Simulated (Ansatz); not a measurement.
CsAlMo2O8:
```xyz
12
Lattice="5.5782 0.0000 0.0000 -2.7891 4.8309 0.0000 0.0000 0.0000 8.0095" Properties=species:S:1:pos:R:3 pbc="T T T"
Cs     0.0000     0.0000     0.0000
Al     0.0000     0.0000     4.0047
Mo     0.0000     3.2206     5.6557
Mo     2.7891     1.6103     2.3537
O      0.0000     3.2206     7.3820
O      2.7891     1.6103     0.6275
O      0.0000     1.5288     5.1150
O      2.7891     3.3020     2.8945
O      1.4651     4.0664     5.1150
O      1.3240     0.7644     2.8945
O     -1.4651     4.0664     5.1150
O      4.2542     0.7644     2.8945
```

Relaxed with PBEsol. Independent-particle spectrum: no excitons, no local fields, no scissors shift; 0.1 eV broadening; ε₁ of the summed bands alone.

### Question
Tabulate the dielectric function from plane-wave PAW PBEsol (Ansatz code).

### Answer


```
E (eV)  ε₁ xx  ε₂ xx  ε₁ zz  ε₂ zz
------  -----  -----  -----  -----
0.0      3.63   0.00   3.77   0.00
0.5      3.65   0.00   3.79   0.00
1.0      3.69   0.00   3.83   0.00
1.5      3.77   0.00   3.92   0.00
2.0      3.90   0.00   4.05   0.00
2.5      4.10   0.00   4.25   0.00
3.0      4.40   0.00   4.57   0.00
3.5      4.94   0.00   5.12   0.00
4.0      6.32   0.02   6.55   0.00
4.5      6.04   5.44   7.17   5.44
5.0      3.27   5.37   1.92   3.94
5.5      2.08   3.01   2.88   2.50
6.0      4.20   2.54   3.24   2.55
6.5      2.56   3.52   5.42   3.92
7.0      1.11   2.79   0.24   4.07
7.5      3.03   3.15   3.01   2.48
8.0      0.82   3.33   3.93   4.29
8.5      1.36   2.49   1.34   3.55
9.0      1.77   2.29  -1.96   3.77
9.5      1.67   2.66   0.32   2.01
10.0    -0.66   4.23   0.28   2.66
10.5     0.59   2.02   0.38   2.05
11.0    -0.01   1.96   0.23   1.48
11.5     0.76   1.23   0.64   1.41
12.0     1.14   1.51   0.41   1.73
```

### Question
From ε at 5.9 eV (xx: 3.74 + 1.86i), find n, k, the normal reflectivity and the absorption coefficient.

### Answer
n = 1.99, k = 0.467, R = 13 %, α = 2kE/ħc = 280000 cm⁻¹.

With all bands, ε∞ without local fields is 3.81 (xx = yy), 3.95 (zz). DFPT, with local fields, gives 3.01 (xx = yy), 2.87 (zz).

Space group P-3m1. The first step of the workflow began from a Materials Project structure, measured or hypothetical; the Crystallography Open Database files this formula in space group No. 164, but the cells were not matched. Its standing as an ambient phase is unchecked. Symmetry was held in the PBEsol relaxation; whether a distortion lowers the energy is not shown. The run is not spin-polarised. No Hubbard U is applied. Scalar-relativistic: spin–orbit coupling is off unless named, which matters more the heavier the elements.

Potentials: the later of the program's two PAW sets.
